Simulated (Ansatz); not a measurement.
**Relaxing a structure of SrTiO3**

The start is a relaxed SrTiO3 cell displaced along its unstable phonon at q = Γ (145i cm⁻¹), largest move 0.15 Å. The structure is fully relaxed (lattice and positions, P = 0) with PBE (plane waves to 420 eV, PAW, scalar-relativistic; Ansatz, a first-principles code). The first steps use a coarse 5×5×5 k-mesh.

Initial structure:
```
SrTiO3
1.0
    2.78392     1.60730     4.53725
   -2.78392     1.60730     4.53725
    0.00000    -3.21460     4.53725
Sr Ti O
2 2 6
Cartesian
  0.00000   0.00000   3.42435
  0.00000   0.00000  10.23024
  0.00000   0.00000   0.11051
  0.00000   0.00000   6.91639
 -0.13456   1.59283   7.79089
 -1.31215  -0.91294   7.79089
  1.44671  -0.67988   7.79089
  0.13456  -1.62177   5.52227
  1.33722   0.92742   5.52227
 -1.47177   0.69435   5.52227
```

**Question.** How large is the pressure on the unrelaxed cell, and of which sign?

**Answer.** +5.1 GPa (positive: the cell is compressed).

**Question.** Which atoms feel the largest initial force, and how large is it?

**Answer.** 1.21 eV/Å, on Ti3, Ti4 (atoms numbered as listed).

**Question.** How much energy is released per atom?

**Answer.** 14 meV/atom.

**Question.** How does the volume per atom move from start to end?

**Answer.** +1.0 %, from 12.18 to 12.30 Å³/atom.

**Question.** Is the parent structure recovered?

**Answer.** It does not go back: it reaches R3c (No. 161), 2 meV/atom below the parent.

**Question.** How do the shortest distances between atoms change?

**Answer.** The closest pairs of elements (up to four, under 3.6 Å), start → end: O–Ti 1.82 → 1.89 Å; O–Sr 2.65 → 2.64 Å; O–O 2.77 → 2.79 Å; Sr–Ti 3.31 → 3.40 Å.

**Question.** What band gap does the relaxed structure have at this level?

**Answer.** 2.35 eV, direct at Γ (no spin-orbit coupling).

**Question.** Give the final cell and atomic positions.

**Answer.** 
```cif
data_O18Sr6Ti6
_chemical_formula_sum 'Sr6 Ti6 O18'
_space_group_name_H-M_alt 'R3c :H'
_space_group_IT_number 161
_space_group_name_Hall 'R 3 -2"c'
_cell_length_a 5.57851
_cell_length_b 5.57851
_cell_length_c 13.69129
_cell_angle_alpha 90.000
_cell_angle_beta 90.000
_cell_angle_gamma 120.000
loop_
_atom_site_label
_atom_site_type_symbol
_atom_site_symmetry_multiplicity
_atom_site_Wyckoff_symbol
_atom_site_fract_x
_atom_site_fract_y
_atom_site_fract_z
_atom_site_occupancy
Sr1 Sr 6 a 0.00000 0.00000 0.24917 1
Ti1 Ti 6 a 0.00000 0.00000 0.49748 1
O1 O 18 b 0.14056 0.33407 0.09219 1
```
(The calculation used a cell of 10 atoms; values per cell refer to that cell.)

Final values are on a 7×7×7 k-mesh of the relaxed cell. No spin polarisation in the result.

The run could not lose the symmetry of its start, so the end can be a saddle point.

The relaxed structure here is a generated cell of SrTiO3: the first start was made by placing the elements on the sites of a structure type, and the end was not matched to a known phase here, so it may be hypothetical. Known forms of SrTiO3 include space group No. 221.
